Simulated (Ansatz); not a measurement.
## A Pb vacancy in cubic perovskite CsPbBr3, 39 atoms, charge −2

The calculation used DFT, PBEsol, PAW, plane waves (Ansatz 0.2.0).

Input file:

```yaml
crystal:
  lattice:
    - [11.763330, 0.000000, 0.000000]
    - [0.000000, 11.763330, 0.000000]
    - [0.000000, 0.000000, 11.763330]
  atoms:
    - { symbol: Cs, position: [0.001024, 0.998101, 0.997781] }
    - { symbol: Cs, position: [0.000688, 0.998946, 0.498539] }
    - { symbol: Cs, position: [0.998976, 0.500508, 0.000488] }
    - { symbol: Cs, position: [0.000197, 0.497858, 0.503433] }
    - { symbol: Cs, position: [0.500439, 0.003215, 0.001841] }
    - { symbol: Cs, position: [0.499184, 0.998637, 0.502200] }
    - { symbol: Cs, position: [0.499585, 0.502125, 0.999048] }
    - { symbol: Cs, position: [0.499607, 0.500484, 0.500722] }
    - { symbol: Pb, position: [0.251179, 0.249491, 0.747923] }
    - { symbol: Pb, position: [0.249082, 0.753081, 0.249906] }
    - { symbol: Pb, position: [0.251585, 0.747476, 0.750421] }
    - { symbol: Pb, position: [0.750822, 0.251783, 0.249213] }
    - { symbol: Pb, position: [0.751438, 0.250365, 0.751925] }
    - { symbol: Pb, position: [0.747904, 0.746820, 0.250788] }
    - { symbol: Pb, position: [0.749066, 0.750412, 0.749726] }
    - { symbol: Br, position: [0.251340, 0.252203, 0.995650], spin: 0.333 }
    - { symbol: Br, position: [0.252666, 0.251749, 0.499178], spin: 0.333 }
    - { symbol: Br, position: [0.251907, 0.749735, 0.997270] }
    - { symbol: Br, position: [0.250486, 0.751342, 0.501160] }
    - { symbol: Br, position: [0.750894, 0.249609, 0.000965] }
    - { symbol: Br, position: [0.751906, 0.246909, 0.498039] }
    - { symbol: Br, position: [0.750528, 0.750914, 0.000406] }
    - { symbol: Br, position: [0.750581, 0.749055, 0.504218] }
    - { symbol: Br, position: [0.001252, 0.249928, 0.254699], spin: 0.333 }
    - { symbol: Br, position: [0.001476, 0.248326, 0.748540] }
    - { symbol: Br, position: [0.000568, 0.750267, 0.250297] }
    - { symbol: Br, position: [0.003778, 0.749491, 0.751815] }
    - { symbol: Br, position: [0.497821, 0.253150, 0.252638], spin: 0.333 }
    - { symbol: Br, position: [0.500189, 0.248749, 0.752661] }
    - { symbol: Br, position: [0.500095, 0.752244, 0.247876] }
    - { symbol: Br, position: [0.497430, 0.748010, 0.749314] }
    - { symbol: Br, position: [0.252161, 0.000729, 0.249393], spin: 0.333 }
    - { symbol: Br, position: [0.252164, 0.999935, 0.748744] }
    - { symbol: Br, position: [0.249446, 0.501098, 0.248355], spin: 0.333 }
    - { symbol: Br, position: [0.251740, 0.500630, 0.748544] }
    - { symbol: Br, position: [0.748126, 0.000585, 0.250475] }
    - { symbol: Br, position: [0.749836, 0.999208, 0.751078] }
    - { symbol: Br, position: [0.751734, 0.503974, 0.250644] }
    - { symbol: Br, position: [0.747080, 0.498281, 0.749040] }
  symmetry: { detect: false }
kpoints:
  mp_grid: { grid: [1, 1, 1], shift: [0.25, 0.25, 0.25] }
hamiltonian:
  xc: pbesol
total_charge: -2
magnetization:
  spin_polarized: true
scf:
  occupations: { method: fermi_dirac, width: 0.01 }
relax:
  f_tol: 0.03
  max_steps: 80
  escape_saddle: false
  adjacent_minimum: "off"
output:
  forces: true
  eigenvalues: true
  populations: true
  charged_corrections: { epsilon: 20 }
  write_density: true
  write_potential: true
  elf: true
  volumetric_format: npy
```

Launch command:

```sh
ansatz run in.yaml --threads 4 --pin off --max-ram 61750MiB --runs-dir r --events-out ev --progress --plain --backend cuda --devices 0, --max-vram 37GiB
```

The program printed, less machine lines and repeats, with […] for rows cut from tables:

```
Pseudopotentials: kind: paw
Functional definition: PBEsol
  exchange = pbesol_x
  correlation = pbesol_c
Crystal: 39 atoms, lattice volume = 1627.762 Å³
Basis set: ecut = 420 eV, 31799 PW (Γ), exchange–correlation on 160×160×160 points (8 copies of the dense FFT grid, shifted against one another)
Bands: 210, of which v1, the nominal top of the filled ones, is band 170 counted from 1 (169 counted from 0)
Symmetry: 1 space group operations
k-points: 1
Non-local potential: Cs, projectors of the file, l = 0: 3, l = 1: 2, l = 2: 2, l = 3: 2
Non-local potential: Pb, projectors of the file, l = 0: 2, l = 1: 2, l = 2: 2, l = 3: 2
Non-local potential: Br, projectors of the file, l = 0: 2, l = 1: 2, l = 2: 2
PAW form: soft (Blöchl's): semilocal exchange-correlation on the pseudo side does not see the compensation charge
[…]
Initial density: superposition of atomic densities (chi_scale 0.1, normalization cell, long waves kept (reshape's long-wave potential 0.02 eV rms))
Starting moments: Σ|m| = 1.998 μB on 6 of 39 sites
Initial wavefunctions: pseudopotential atomic-orbital guess
Functional: x = pbesol(κ = 0.804, μ = 0.12345679012345678), c = pbesol(β = 0.046)
SCF iter   1: F=—  HF=-192698.402244 eV  |F-HF|=—  |Δ(HF+E_count)|=         —  Δρ=1.00e-2 (↑1.00e-2 ↓9.91e-3)  dr2=2.19e1  dr2_m=1.08e-1  M=0.000 μB ∫|m|=0.254 μB  β_m=0.30  ethr=3.10e-3  ⟨swp⟩=12.0  Hψ=2479  notcnv=0  defer=13
[…]
spin=Collinear: Resta preconditioning applied to the charge; magnetization (m = ρ↑ − ρ↓) channel mixes plain (no charge-response kernel on spin).
SCF iter   2: F=—  HF=-192693.425411 eV  |F-HF|=—  |Δ(HF+E_count)|=    4.98e0  Δρ=7.11e-3 (↑7.11e-3 ↓6.95e-3)  dr2=1.21e1  dr2_m=5.56e-2  M=0.000 μB ∫|m|=0.204 μB  β_m=0.30  ethr=3.10e-3  ⟨swp⟩=2.0  Hψ=492  notcnv=0  defer=72
[…]
Mixer restart at iter 7: flushing history
spin-set hold released at iteration 7 (site moments contracting): the magnetisation degrees of freedom join the quasi-Newton model from the next iteration; the mixer history was flushed
[…]
WARN: the starting moments were not kept: the SCF closed with an absolute magnetisation of 1.6e-4 μB, where they sum to 1.998 μB in size (6 sites). That is at most 0.1 of that sum. Measured as dr2_m measures the in/out step, that magnetisation stands 4.4e-10 eV from none, at or under the dr2_threshold of 2.3e-5 eV: it is no larger than a step whose dr2_m would equal this threshold. The system may
SCF 1 converged in 11 iterations: F = -192687.625363 eV  dr2 = 2.56e-7
[…]
relax step   1: F+E_penalty+E_count = -192687.62536262 eV  Δ(F+E_penalty+E_count) = +0.000e0 eV  max|allowed force component| = 3.428e-1 eV/Å  Δτ_max = 0.0000 Å  (11 SCF iters, dr2 threshold 2.25e-5 eV, accepted)
Initial density: handed on by an earlier stage of this run
Starting moments: Σ|m| = 1.998 μB on 6 of 39 sites; this step starts from the density that it was given
Initial wavefunctions: those handed on with the density
[…]
spin=Collinear: Resta preconditioning applied to the charge; magnetization (m = ρ↑ − ρ↓) channel mixes plain (no charge-response kernel on spin).
[…]
the starting moments were not kept: the SCF closed with an absolute magnetisation of 5.7e-5 μB, where they sum to 1.998 μB in size (6 sites). That is at most 0.1 of that sum. Measured as dr2_m measures the in/out step, that magnetisation stands 4.1e-11 eV from none, at or under the dr2_threshold of 7.3e-6 eV: it is no larger than a step whose dr2_m would equal this threshold.
relax step   2: F+E_penalty+E_count = -192687.99384637 eV  Δ(F+E_penalty+E_count) = -3.685e-1 eV  max|allowed force component| = 1.659e-1 eV/Å  Δτ_max = 0.1191 Å  (6 SCF iters, dr2 threshold 7.35e-6 eV, accepted)
[…]
spin=Collinear: Resta preconditioning applied to the charge; magnetization (m = ρ↑ − ρ↓) channel mixes plain (no charge-response kernel on spin).
the starting moments were not kept: the SCF closed with an absolute magnetisation of 4.7e-6 μB, where they sum to 1.998 μB in size (6 sites). That is at most 0.1 of that sum. Measured as dr2_m measures the in/out step, that magnetisation stands 3.7e-13 eV from none, at or under the dr2_threshold of 1.7e-6 eV: it is no larger than a step whose dr2_m would equal this threshold.
relax step   3: F+E_penalty+E_count = -192688.34546439 eV  Δ(F+E_penalty+E_count) = -3.516e-1 eV  max|allowed force component| = 1.052e-1 eV/Å  Δτ_max = 0.1936 Å  (7 SCF iters, dr2 threshold 1.72e-6 eV, accepted)
[…]
spin=Collinear: Resta preconditioning applied to the charge; magnetization (m = ρ↑ − ρ↓) channel mixes plain (no charge-response kernel on spin).
the starting moments were not kept: the SCF closed with an absolute magnetisation of 2.2e-5 μB, where they sum to 1.998 μB in size (6 sites). That is at most 0.1 of that sum. Measured as dr2_m measures the in/out step, that magnetisation stands 4.3e-12 eV from none, at or under the dr2_threshold of 2.6e-6 eV: it is no larger than a step whose dr2_m would equal this threshold.
relax step   4: F+E_penalty+E_count = -192688.54623220 eV  Δ(F+E_penalty+E_count) = -2.008e-1 eV  max|allowed force component| = 5.420e-2 eV/Å  Δτ_max = 0.1950 Å  (7 SCF iters, dr2 threshold 2.59e-6 eV, accepted)
[…]
spin=Collinear: Resta preconditioning applied to the charge; magnetization (m = ρ↑ − ρ↓) channel mixes plain (no charge-response kernel on spin).
the starting moments were not kept: the SCF closed with an absolute magnetisation of 4.7e-6 μB, where they sum to 1.998 μB in size (6 sites). That is at most 0.1 of that sum. Measured as dr2_m measures the in/out step, that magnetisation stands 2.5e-13 eV from none, at or under the dr2_threshold of 1.0e-7 eV: it is no larger than a step whose dr2_m would equal this threshold.
relax step   5: F+E_penalty+E_count = -192688.56512322 eV  Δ(F+E_penalty+E_count) = -1.889e-2 eV  max|allowed force component| = 2.509e-2 eV/Å  Δτ_max = 0.1267 Å  (8 SCF iters, accepted)
preconditioner: auto → Resta (q_TF=auto, 2.102 Å⁻¹)  ε∞=2.8  [insulator: Δε(μ)=3.157 eV  Ē_g=12.477 eV  σ=0.010 eV  W_gap=1.00  n_scr=250 (ndim 8)  ℏωp=16.6 eV  f_vac=0.076  D(μ)=0.00/eV (n_scr^D=0)  ε∞_Penn≈2.8]
spin=Collinear: Resta preconditioning applied to the charge; magnetization (m = ρ↑ − ρ↓) channel mixes plain (no charge-response kernel on spin).
[…]
the starting moments were not kept: the SCF closed with an absolute magnetisation of 1.3e-5 μB, where they sum to 1.998 μB in size (6 sites). That is at most 0.1 of that sum. Measured as dr2_m measures the in/out step, that magnetisation stands 5.0e-12 eV from none, at or under the dr2_threshold of 1.0e-7 eV: it is no larger than a step whose dr2_m would equal this threshold.
SCF 6 converged in 6 iterations: F = -192688.569280 eV  dr2 = 6.78e-8
  greatest PAW one-centre occupation: 0.982 electrons in one spin orbital (limit 2), on the Pb atom at site 9 (counted from 0), in its partial waves of l = 2
relax step   6: F+E_penalty+E_count = -192688.56927967 eV  Δ(F+E_penalty+E_count) = -4.156e-3 eV  max|allowed force component| = 1.287e-2 eV/Å  Δτ_max = 0.0338 Å  (6 SCF iters, accepted)
[…]
preconditioner: auto → Resta (q_TF=auto, 2.102 Å⁻¹)  ε∞=2.8  [insulator: Δε(μ)=3.159 eV  Ē_g=12.476 eV  σ=0.010 eV  W_gap=1.00  n_scr=250 (ndim 8)  ℏωp=16.6 eV  f_vac=0.075  D(μ)=0.00/eV (n_scr^D=0)  ε∞_Penn≈2.8]
spin=Collinear: Resta preconditioning applied to the charge; magnetization (m = ρ↑ − ρ↓) channel mixes plain (no charge-response kernel on spin).
[…]
the starting moments were not kept: the SCF closed with an absolute magnetisation of 1.9e-5 μB, where they sum to 1.998 μB in size (6 sites). That is at most 0.1 of that sum. Measured as dr2_m measures the in/out step, that magnetisation stands 8.1e-12 eV from none, at or under the dr2_threshold of 1.0e-7 eV: it is no larger than a step whose dr2_m would equal this threshold.
SCF 7 converged in 6 iterations: F = -192688.571999 eV  dr2 = 1.57e-8
relax step   7: F+E_penalty+E_count = -192688.57199864 eV  Δ(F+E_penalty+E_count) = -2.719e-3 eV  max|allowed force component| = 1.724e-2 eV/Å  Δτ_max = 0.0207 Å  (6 SCF iters, accepted)
[…]
spin=Collinear: Resta preconditioning applied to the charge; magnetization (m = ρ↑ − ρ↓) channel mixes plain (no charge-response kernel on spin).
[…]
SCF iter   5: F=—  HF=-192688.576090 eV  |F-HF|=—  |Δ(HF+E_count)|=   1.95e-6  Δρ=1.55e-6 (↑1.55e-6 ↓1.54e-6)  dr2=2.25e-7  dr2_m=7.50e-10  M=0.000 μB ∫|m|=0.000 μB  β_m=0.88  ethr=8.57e-10  ⟨swp⟩=2.0  Hψ=611  notcnv=0  defer=62
SCF iter   6: F=-192688.576090 eV  HF=-192688.576090 eV  |F-HF|=6.14e-9  |Δ(HF+E_count)|=   3.19e-7  Δρ=4.65e-7 (↑4.57e-7 ↓4.65e-7)  dr2=3.05e-8  dr2_m=8.97e-11  M=0.000 μB ∫|m|=0.000 μB  ethr=2.94e-11  ⟨swp⟩=20.5  Hψ=4172  notcnv=0
the starting moments were not kept: the SCF closed with an absolute magnetisation of 2.1e-5 μB, where they sum to 1.998 μB in size (6 sites). That is at most 0.1 of that sum. Measured as dr2_m measures the in/out step, that magnetisation stands 4.1e-12 eV from none, at or under the dr2_threshold of 1.0e-7 eV: it is no larger than a step whose dr2_m would equal this threshold.
SCF 8 converged in 6 iterations: F = -192688.576090 eV  dr2 = 3.05e-8
relax step   8: F+E_penalty+E_count = -192688.57609047 eV  Δ(F+E_penalty+E_count) = -4.092e-3 eV  max|allowed force component| = 2.188e-2 eV/Å  Δτ_max = 0.0249 Å  (6 SCF iters, accepted)
SCF converged after 6 iterations
Magnetization: 0.0000 μB (170.0000 up, 170.0000 down)
Absolute magnetization: 0.0000 μB (∫|ρ↑−ρ↓|, with the PAW one-centre terms)
Spin contamination: 0.0000 ħ² per cell (⟨S²⟩ above its minimum at these occupations)
Per-site moments (μB) at R_I (Å): [(-1.6706363926450883e-8, 1.5353289581419016), (6.058511715324193e-9, 1.5237182006777492), (5.001714403710532e-9, 1.5320868114320156), (5.693960035998829e-9, 1.5315466380117382), (7.477638827582673e-9, 1.526552806977288), (4.357668330723236e-11, 1.5268495057439642), (-1.1851028704771024e-9, 1.5297656840885387), (-4.573362185937618e-9, 1.533808492026538), (-4.46948
Free energy (F): -192688.576090 eV
Harris-Foulkes:  -192688.576090 eV  (|F-HF|=6.14e-9)
Internal energy: -192688.576090 eV  (E = F + TS)
E sigma→0 (E₀):  -192688.576090 eV
Fermi energy:    4.011150 eV
--- Per-component energies (eV) ---
  E_band       = -1924.548804
  E_kinetic    = 6365.316536
  E_local      = -20263.459989  (includes V_loc(G=0)·N_el)
  E_nonlocal   = 4411.394067
  E_hartree    = 7393.446375
  E_xc         = -9211.664216
  E_vxc        = -4454.100029  (∫ρ·V_xc dr)
  E_paw        = -164508.957482  (= ΣΔE_a)
  E_vpaw       = -2770.591690  (= ΣTr[D̂ρ^β])
  E_aug_tail   = 0.000307  (compensation charges beyond the density's cutoff)
  E_ewald      = -16878.454272
  E_core_change = 3.802585  (= ΣΔE_core)
  E_smearing   = -0.000000  (= −TS)
  E_closure    = -0.000000  (closes the sum)
  E_deformation_potential = -18.441221  (in the stress; not in F)
  Σ components = -192688.576090   (vs F -192688.576090, Δ=0.00e0)
--- Forces (eV/Å), atoms counted from 1 ---
  atom   1  Cs     0.00612634     0.00436382     0.00652802
  atom   2  Cs     0.01038219    -0.00396862    -0.00384549
  atom   3  Cs    -0.00493885    -0.00777632     0.00667515
  atom   4  Cs     0.00203758    -0.00758385     0.00388213
  atom   5  Cs    -0.00427326     0.01041143    -0.00305966
  atom   6  Cs     0.00444139     0.00873462    -0.00778807
  atom   7  Cs    -0.00916549     0.00533622     0.00485972
  atom   8  Cs    -0.00846572    -0.00129344    -0.00459542
  atom   9  Pb     0.00012666     0.00076330    -0.00219607
  atom  10  Pb     0.00070200    -0.00336950     0.00129326
  atom  11  Pb     0.00044572     0.00036119    -0.00216717
  atom  12  Pb    -0.00321023     0.00127676    -0.00086290
  atom  13  Pb    -0.00098402     0.00141613     0.00051553
  atom  14  Pb    -0.00094684     0.00029618     0.00007389
  atom  15  Pb    -0.00070514    -0.00166518     0.00002887
  atom  16  Br    -0.00498655     0.00333304     0.00140109
  atom  17  Br     0.00330519    -0.00554976     0.00111827
  atom  18  Br     0.00546334    -0.00767947    -0.00155149
  atom  19  Br    -0.00416826     0.00594850     0.00193729
  atom  20  Br     0.01294066     0.00618180    -0.00100423
  atom  21  Br    -0.01286352    -0.00845025     0.00133677
  atom  22  Br    -0.00236021    -0.01030836    -0.00089834
  atom  23  Br     0.00371263     0.01033786     0.00034689
  atom  24  Br     0.00002610    -0.00631971     0.00303435
  atom  25  Br    -0.00074501    -0.00039386    -0.00788695
  atom  26  Br    -0.00236461     0.02119553    -0.00623613
  atom  27  Br    -0.00267534     0.00187850     0.00176607
  atom  28  Br     0.00400725     0.00573690    -0.00523430
  atom  29  Br     0.00155469    -0.00066436     0.00752151
  atom  30  Br     0.00152956    -0.02187459     0.00642642
  atom  31  Br     0.00294509    -0.00197216    -0.00238413
  atom  32  Br     0.00693562     0.00136181    -0.00132385
  atom  33  Br    -0.00050863    -0.00369569     0.01083092
  atom  34  Br    -0.00811589     0.00341888     0.00230164
  atom  35  Br     0.00165382     0.00178820    -0.01025444
  atom  36  Br    -0.01693677    -0.00129989    -0.00770993
  atom  37  Br    -0.00285345    -0.00316973     0.00858236
  atom  38  Br     0.01822681    -0.00071682     0.00768251
  atom  39  Br     0.00471030     0.00366416    -0.00912299
  max |Σ_I F_I| component: 5.33e-5 eV/Å
--- Charged-cell corrections in eV (Makov–Payne, q = -2.000 e, ε = 20.000) ---
  F (periodic)     = -192688.576090  (uncorrected; the corrections below are reported, never added to it)
  E_corr1          = +0.347317  (monopole, q²α_M/2εL)
  F Makov-Payne    = -192688.228773  (F + E_corr1; no measured alignment; for a localised charge, not one spread in a band: unchecked)
--- Band table (eV) ---
  k-point 0 ↑: bands = ["-18.1660", "-18.1643", "-18.1628", "-18.1622", "-18.1607", "-18.1604", "-18.1583", "-18.1562", "-13.5077", "-13.5030", "-13.5023", "-13.4834", "-13.4826", "-13.4756", "-13.3811", "-13.3795", "-13.3791", "-13.3742", "-13.3735", "-13.3664", "-13.3650", "-13.3644", "-13.3637", "-13.3606", "-13.3594", "-13.3589", "-13.3580", "-13.3578", "-13.3011", "-13.2989", "-13.2979", "-13 …
  k-point 0 ↓: bands = ["-18.1660", "-18.1643", "-18.1628", "-18.1622", "-18.1607", "-18.1604", "-18.1583", "-18.1562", "-13.5077", "-13.5030", "-13.5023", "-13.4834", "-13.4826", "-13.4756", "-13.3811", "-13.3795", "-13.3791", "-13.3742", "-13.3735", "-13.3664", "-13.3650", "-13.3644", "-13.3637", "-13.3606", "-13.3594", "-13.3589", "-13.3580", "-13.3578", "-13.3011", "-13.2989", "-13.2979", "-13 …
--- Relaxed structure (8 steps of the walk, 8 accepted, 0 SCFs on fresh bases) ---
  F+E_penalty+E_count = -192688.57609047 eV   max|allowed force component| = 2.188e-2 eV/Å
  atoms:
    - { symbol: Cs, position: [0.028538878408644164, 1.0276539832581688, 1.0282208712710628] }
    - { symbol: Cs, position: [0.028195272600815457, 1.024217897477899, 0.4715003855696572] }
    - { symbol: Cs, position: [1.02251518908277, 0.47203089718709973, 0.02854898856199618] }
    - { symbol: Cs, position: [0.02740285274599417, 0.4704484195861579, 0.4766387111759141] }
    - { symbol: Cs, position: [0.47338892057560444, 0.030208445671942027, 0.025508762186046724] }
    - { symbol: Cs, position: [0.47564471850915935, 1.028964340935659, 0.4725147861987873] }
    - { symbol: Cs, position: [0.47031659225123335, 0.47742318039936266, 1.028017908934206] }
    - { symbol: Cs, position: [0.4704167037093191, 0.47393116867154966, 0.47295009632191504] }
    - { symbol: Pb, position: [0.2504585397300713, 0.2499000834890065, 0.7501244282922508] }
    - { symbol: Pb, position: [0.2503939696434401, 0.7506667978196321, 0.24992691738828504] }
    - { symbol: Pb, position: [0.25075503953327477, 0.7499034181308146, 0.7499662967347122] }
    - { symbol: Pb, position: [0.7503930942010206, 0.250481287669573, 0.2503070835445049] }
    - { symbol: Pb, position: [0.7505443002398096, 0.24943664981693134, 0.7502275677021715] }
    - { symbol: Pb, position: [0.7505606779621559, 0.7504034510639503, 0.2500792305112123] }
    - { symbol: Pb, position: [0.7507986245633158, 0.7494141568100582, 0.7500992603640791] }
    - { symbol: Br, position: [0.2491911103238381, 0.25313725339443, 1.0010712892719547] }
    - { symbol: Br, position: [0.2510955965571502, 0.2477980371500793, 0.4989842223803847] }
    - { symbol: Br, position: [0.2525242966958222, 0.7498212961043648, 0.9998700830897204] }
    - { symbol: Br, position: [0.24960940824026237, 0.7507573424474456, 0.4999927721052718] }
    - { symbol: Br, position: [0.7569333899272973, 0.2519066173432092, 0.00017277586746039612] }
    - { symbol: Br, position: [0.7456137912511226, 0.2472160866928012, 0.50032156079992] }
    - { symbol: Br, position: [0.7496159623681635, 0.7454973339135724, 0.0009653934989768563] }
    - { symbol: Br, position: [0.7527143576695282, 0.7532999664077483, 0.4992148880833724] }
    - { symbol: Br, position: [0.0013704247517155254, 0.2484041267787822, 0.25326566127876793] }
    - { symbol: Br, position: [0.00042163565685050184, 0.2499574650425698, 0.7477535116845462] }
    - { symbol: Br, position: [0.0004431688400401004, 0.759907833463781, 0.24888196318166889] }
    - { symbol: Br, position: [0.0016496287538042078, 0.7489244094247578, 0.7519008322812718] }
    - { symbol: Br, position: [0.4992410986990938, 0.25310928295670404, 0.24764564926467303] }
    - { symbol: Br, position: [0.5005780256495537, 0.24906339146962367, 0.7526844757485925] }
    - { symbol: Br, position: [0.5005738099841782, 0.7430351080910116, 0.25092526957507194] }
    - { symbol: Br, position: [0.49990155642986145, 0.7478002707197204, 0.7485254721977603] }
    - { symbol: Br, position: [0.2545805579822462, 0.0016482291771270693, 0.2497404820430878] }
    - { symbol: Br, position: [0.25080241577848794, 0.999844802376484, 0.7536943941318992] }
    - { symbol: Br, position: [0.24551657842453006, 0.49957862350099613, 0.2503665660888389] }
    - { symbol: Br, position: [0.25054520875738223, 0.49994065199647875, 0.7446293805746454] }
    - { symbol: Br, position: [0.746227096226321, 0.000386676480152921, 0.24743962821311383] }
    - { symbol: Br, position: [0.7499426293225132, 1.0002611209686454, 0.7533970768817145] }
    - { symbol: Br, position: [0.7553505956859119, 0.5005482007392735, 0.2519622982345166] }
    - { symbol: Br, position: [0.7512142822676955, 0.49849469537243296, 0.7469160587659658] }
--- Löwdin populations: 39 sites ---
  site symbol       q [e]    m [muB]
     0     Cs      8.2551     0.0000
     1     Cs      8.2550    -0.0000
[…]
    37     Br      7.3834    -0.0000
    38     Br      7.3818     0.0000
  spilling = 0.003432 (of n_electrons = 340.000000)
```

Total energies depend on the potentials used, so only differences within one code and one set of settings carry meaning.

One k point and one spin start were run, so the state needn't be the lowest, and an added charge can sit in a band of the host.

Time: 38 s of wall time on one NVIDIA H100 with 4 processor threads, on a host shared with other runs; peak host memory 1.5 GiB.
